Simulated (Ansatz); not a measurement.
Theory: DFT PBE, scalar-relativistic, plane waves, PAW in Ansatz. All cells share a 420 eV cutoff and Γ-centred k meshes spaced at most about 0.3 Å⁻¹ (about 0.25 or finer for metals, 2π included). No spin polarisation in the final relaxations.

Temperature and zero-point effects are left out.

Two forms of Ti₄HBr were relaxed alike.

1.

```cif
data_structure
_symmetry_space_group_name_H-M 'P4/mmm'
_symmetry_Int_Tables_number 123
_cell_length_a 3.7170
_cell_length_b 3.7170
_cell_length_c 7.2119
_cell_angle_alpha 90.000
_cell_angle_beta 90.000
_cell_angle_gamma 90.000
_cell_volume 99.64
loop_
_atom_site_label
_atom_site_type_symbol
_atom_site_symmetry_multiplicity
_atom_site_Wyckoff_symbol
_atom_site_fract_x
_atom_site_fract_y
_atom_site_fract_z
_atom_site_occupancy
Ti1 Ti 4 i 0.50000 0.00000 0.68297 1
H1 H 1 d 0.50000 0.50000 0.50000 1
Br1 Br 1 a 0.00000 0.00000 0.00000 1
```

2.

```cif
data_structure
_symmetry_space_group_name_H-M 'P-43m'
_symmetry_Int_Tables_number 215
_cell_length_a 4.8178
_cell_length_b 4.8178
_cell_length_c 4.8178
_cell_angle_alpha 90.000
_cell_angle_beta 90.000
_cell_angle_gamma 90.000
_cell_volume 111.83
loop_
_atom_site_label
_atom_site_type_symbol
_atom_site_symmetry_multiplicity
_atom_site_Wyckoff_symbol
_atom_site_fract_x
_atom_site_fract_y
_atom_site_fract_z
_atom_site_occupancy
Ti1 Ti 4 e 0.20919 0.20919 0.20919 1
H1 H 1 a 0.00000 0.00000 0.00000 1
Br1 Br 1 b 0.50000 0.50000 0.50000 1
```

Question: Which would you expect to be lower, and how large is the difference?

Answer: They are level within the accuracy (4 meV/atom apart, with cell 2 the lower in these runs). Cell 1 has space group P4/mmm (No. 123), 16.6 Å³/atom and no gap on its mesh; cell 2 has space group P-43m (No. 215), 18.6 Å³/atom and no gap. Counting Br or H atoms around Ti (for each partner element, those within 1.25 times its shortest distance or 1.15 times the sum of covalent radii, where it is the nearest in units of that sum or under 1.3; a plus sign parts groups by distance over the sum of covalent radii), cell 1 has Ti 2+2 and cell 2 has Ti 2. Even the lower one lies +0.37 eV/atom against the reference forms of the elements (uncorrected), so neither is stable at this level. Both come from invented guesses.

For metals, differences of a few meV/atom aren't resolved. With hydrogen, zero-point motion can shift such differences by 10 meV/atom or more. Cells relaxed within their symmetry can be saddle points.
